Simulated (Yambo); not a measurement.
Yambo run on RbH (rock salt, space group Fm-3m, No. 225). The wavefunctions come from this Quantum ESPRESSO step (PBEsol, PseudoDojo standard norm-conserving files, scalar-relativistic):

```
&CONTROL
  calculation = 'nscf'
  pseudo_dir = './pseudo'
  outdir = './out'
/
&SYSTEM
  ibrav = 0
  nat = 2
  ntyp = 2
  ecutwfc = 72.0
  ecutrho = 288.0
  occupations = 'fixed'
  force_symmorphic = .true.
  nbnd = 119
/
&ELECTRONS
  conv_thr = 2e-09
  diago_full_acc = .true.
  diago_thr_init = 1e-08
/
ATOMIC_SPECIES
H 1.0080 H.upf
Rb 85.4678 Rb.upf
CELL_PARAMETERS angstrom
  0.000000000000   3.004080000000   3.004080000000
  3.004080000000   0.000000000000   3.004080000000
  3.004080000000   3.004080000000   0.000000000000
ATOMIC_POSITIONS crystal
H   0.000000000000   0.000000000000   0.000000000000
Rb   0.500000000000   0.500000000000   0.500000000000
K_POINTS automatic
4 4 4 0 0 0
```

Yambo input:

```
rim_cut
gw0
dyson
el_el_corr
HF_and_locXC
ppa
em1d
RandQpts= 1000000
RandGvec= 1 Ry
EXXRLvcs= 72 Ry
VXCRLvcs= 288 Ry
Chimod= "HARTREE"
% BndsRnXp
 1 | 117 |
%
NGsBlkXp= 10 Ry
% LongDrXp
 1.0 | 1.0 | 1.0 |
%
PPAPntXp= 27.2114 eV
% GbndRnge
 1 | 117 |
%
GTermKind= "BG"
DysSolver= "n"
ExtendOut
% QPkrange
 1 | 1 | 5 | 6 |
 3 | 3 | 5 | 6 |
 7 | 7 | 5 | 6 |
 8 | 8 | 5 | 6 |
%
```

k points by index: 1 = Γ, 3 = L, 7 = X, 8 = W.

The o-*.qp file then holds:

```
#    K-point    Band    Eo [eV]    E [eV]    E-Eo [eV]    Vxc [eV]    Vnlxc [eV]    Sc|Eo [eV]    Sc|E [eV]    dSc/dw|Eo [eV]    Re(Z)    Im(Z)
#
    1    5    -1.948387    -3.925565    -1.977178    -8.301969    -12.21230    1.455080    1.933153    -6.578349    0.805304    -0.002937
    1    6    6.721019    7.334042    0.613023    -8.880660    -4.565097    -3.564128    -3.702540    -6.141833    0.815850    -0.001919
    3    5    0.000000    -1.903200    -1.903200    -10.11585    -13.63309    1.155938    1.614042    -6.549374    0.806003    -0.001532
    3    6    2.723265    3.364770    0.641506    -6.581760    -2.832965    -2.998119    -3.107289    -4.629863    0.854594    -0.001216
    7    5    -0.772984    -2.688662    -1.915678    -9.279942    -12.95504    1.290242    1.759417    -6.663456    0.803284    -0.002573
    7    6    4.400767    5.266656    0.865889    -6.921838    -2.612123    -3.291289    -3.443826    -4.792866    0.850241    -0.001198
    8    5    -0.420631    -2.322531    -1.901901    -9.653993    -13.24529    1.225004    1.689400    -6.643819    0.803755    -0.001623
    8    6    4.780681    5.529942    0.749261    -7.117570    -2.991952    -3.240531    -3.376357    -4.931960    0.846562    -0.001247
```
(The two width columns are left out.) Convergence of these settings isn't established.

Geometry of the Materials Project entry, not relaxed at this level.
